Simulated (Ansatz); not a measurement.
**Structures of Ba3Nb: which is lowest?**

Plane-wave DFT in Ansatz with scalar-relativistic PAW potentials, cutoff 420 eV, Γ-centred meshes chosen by cell and gap, Gaussian smearing with energies taken to zero width. Every cell was relaxed (cell and atoms) in a run of its own, within the symmetry of its start. Functional: PBE.

Relaxed structures (starts from databases or built by putting these elements on another compound's sites):
A. P6_3/mmc, 8 atoms in the computed cell, a = 8.052 Å, c = 5.833 Å; sites (symmetry × multiplicity) Ba mm2 × 6, Nb -6m2 × 2; start: built
B. I4/mmm, 4 atoms in the computed cell, a = 5.551 Å, c = 10.319 Å; sites (symmetry × multiplicity) Ba -4m2 × 4 + 4/mmm × 2, Nb 4/mmm × 2; start: built

Task: Rank them by energy. Could pressure change the order?

Result:
| structure | group | E − E(lowest) (meV/atom) | V (Å³/atom) | gap on mesh (eV) |
| --- | --- | --- | --- | --- |
| A | P6_3/mmc | 0.0 | 40.94 | 0.00 |
| B | I4/mmm | 27.1 | 39.74 | 0.00 |

A is lowest, 27 meV/atom under B. The two lowest differ in volume by under 3 %, too little for a first-order estimate of what pressure does to that pair (other pairs aren't weighed here); with rigid cells even 3 % in favour of the higher one would need about 4 GPa. Other structures may lie lower than all of these, and vibrations aren't counted.

Spin-orbit coupling is left out, which matters for the bands of heavy elements.